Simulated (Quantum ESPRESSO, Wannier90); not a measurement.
## Tight-binding from DFT: Li$_{2}$ZrTeO$_{6}$ (R3)

```
begin unit_cell_cart
ang
   -2.6229101334    4.5430136148    0.0000000000
   -5.2458202669    0.0000000000    0.0000000000
   -2.6229101334    1.5143378716    4.6848970000
end unit_cell_cart
begin atoms_frac
Li  -0.2764800000 -0.2764800000 -0.1705600000
Li   0.2125930000  0.2125930000  0.3622210000
Zr  -0.0008600000 -0.0008600000  0.0025800000
Te  -0.4962530000 -0.4962530000  0.4887590000
O    0.1394700000 -0.2411300000 -0.2901400000
O   -0.2411300000  0.3918000000 -0.2901400000
O    0.3918000000  0.1394700000 -0.2901400000
O    0.2842600000 -0.3887400000  0.2310900000
O   -0.3887400000 -0.1266100000  0.2310900000
O   -0.1266100000  0.2842600000  0.2310900000
end atoms_frac
```

Structure: Materials Project mp-6782, symmetrised, not relaxed again. COD (Crystallography Open Database) has an entry of this formula and space group (matched by these alone). Computed values, not measurements, from PBEsol: Quantum ESPRESSO (norm-conserving PseudoDojo potentials, cutoff 68 Ry, no spin polarisation, no spin-orbit coupling) on a Γ-centred 4×4×4 mesh, then Wannier90. Density: 8×8×8 mesh, cold smearing 0.01 Ry. Spin-orbit coupling is left out although heavy elements are present.

Bands 37-39 form an isolated set from 4.63 to 5.68 eV relative to the valence-band maximum (on the path) and are turned into 3 Wannier functions by minimising the spread from the start: SCDM (isolated).

Question: Where do the functions sit, how wide are they and what are they made of?

Answer: 
```csv
functions,spread (Å²),"nearest atom, distance (Å)","second atom, distance (Å)",weight on atomic waves
3,4.32,Zr 0.19,O 1.90,"Zr 4d 72 %, O 2p 17 %"
```

Ω_I = 12.59 Å², Ω_total = 12.95 Å²; the interpolated bands follow pw.x to 8.1 meV rms on the path. Only this start was tried; a symmetric start can stop on a saddle, and mixtures of these functions could lower the total by at most Ω_total − Ω_I.
